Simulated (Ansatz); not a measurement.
Crystals of one structure type (rock salt) and one family of elements, relaxed and computed with r²SCAN (plane waves, PAW; program Ansatz).

```tsv
crystal	K_Hill (GPa)	G_Hill (GPa)
BaTe	30.6	18.0
CaSe	52.0	36.1
MgS	79.9	57.5
SrO	93.6	59.9
BeS	111	84.2
CaO	117	?
MgO	167	135
```

Fit a straight line to ln G against ln K and predict the withheld value.

Least squares on the 6 shown rows: ln G = 1.16 × ln K + (-1.057), with a scatter of 6 %. For CaO this gives 87.1. The run itself gave 82.0, within the scatter.

Typed or built starts, not in the databases checked: BeS, rock salt. All cells were relaxed under the symmetry of their starts (and spin orders); stability against distortions was not tested throughout. Spin–orbit coupling is left out wherever it is not named.

Potentials: the later of the program's two PAW sets.
